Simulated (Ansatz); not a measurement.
Mo:
```
Mo
1.0
    2.73689     0.00000     0.00000
   -1.36844     2.37022     0.00000
    0.00000     0.00000     4.92808
Mo
2
Direct
  0.33333   0.66667   0.25000
  0.66667   0.33333   0.75000
```

Relaxed with r²SCAN. Special points in fractions of this cell's reciprocal vectors: Γ (0.000, 0.000, 0.000); M (0.500, 0.000, 0.000); K (0.333, 0.333, 0.000); A (0.000, 0.000, 0.500); L (0.500, 0.000, 0.500); H (0.333, 0.333, 0.500).

Task: List the band energies nearest the Fermi level at these points for plane-wave PAW r²SCAN with spin–orbit coupling (Ansatz code).

Result: In eV from the Fermi level; about four levels below and three above (degenerate sets whole), none deeper than 8.9 eV; points with the same levels are listed once.

| k | below | above |
|---|---|---|
| Γ | -0.31 -0.31 -0.11 -0.11 | 0.29 0.29 1.64 1.64 |
| M | -0.32 -0.32 -0.23 -0.23 | 3.82 3.82 4.73 4.73 |
| K | -1.59 -1.59 -1.52 -1.52 | 0.16 0.16 2.47 2.47 |
| A | -0.56 -0.56 -0.56 -0.56 | 2.87 2.87 2.87 2.87 |
| L | -3.58 -3.58 -3.58 -3.58 | 1.39 1.39 1.39 1.39 |
| H | -1.30 -1.30 -1.26 -1.26 | 0.31 0.31 0.41 0.41 |

Space group P6_3/mmc (hcp (Mg type)). The start of the workflow was typed in or built on a structure type; the Crystallography Open Database copy checked does not list it. It is not the phase usual at ambient conditions (space group No. 229). The r²SCAN relaxation kept the symmetry of its start; its stability against distortions is not shown here. No spin polarisation was allowed.

Potentials: the earlier of the program's two PAW sets.
